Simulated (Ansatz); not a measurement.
Cr2B: pressure against volume

Cr2B, I4/mcm, a = 5.109 Å, c = 4.244 Å. The structure is a COD entry; whether it is the stable form wasn't checked. Ansatz: r2SCAN, PAW, 500 eV, Γ-centred 12×12×12 mesh on 6 atoms, Gaussian smearing 0.10 eV; no spin polarisation. Shape and atoms are relaxed at each volume; pressure is positive in compression.

| V (Å³/atom) | P (GPa) |
| --- | --- |
| 8.678 | 21.96 |
| 8.955 | 10.13 |
| 9.232 | -0.01 |
| 9.508 | -8.69 |
| 9.785 | ? |

Take V0 = 9.232 Å³/atom, count pressures from its P0 = -0.01 GPa, fit the third-order Birch–Murnaghan form to the other rows, and predict the missing pressure.

With the Eulerian strain f = ½[(V0/V)^(2/3) − 1] and y = (P − P0)/[3f(1 + 2f)^(5/2)], the form is the line y = B0 + 1.5 B0 (B0′ − 4) f. Rows (f, y): 0.02106, 313.7; 0.01026, 313.1; -0.00972, 312.6. Means f = 0.007200, y = 313.13; Σ(Δf)² = 0.0004877, ΣΔfΔy = 0.01678; the slope is their ratio. y = 312.9 + 34.39 f GPa, so B0 = 312.9 GPa and B0′ = 4 + 2 × (34.39)/(3 × 312.9) = 4.07. At V = 9.785, f = -0.01902, y = 312.25 and P = -16.18 GPa. The run gave -16.13 GPa, so the fit is 0.05 GPa too low, a small miss on the scale of the series. The form still works here, 33 % of the fitted range beyond its end.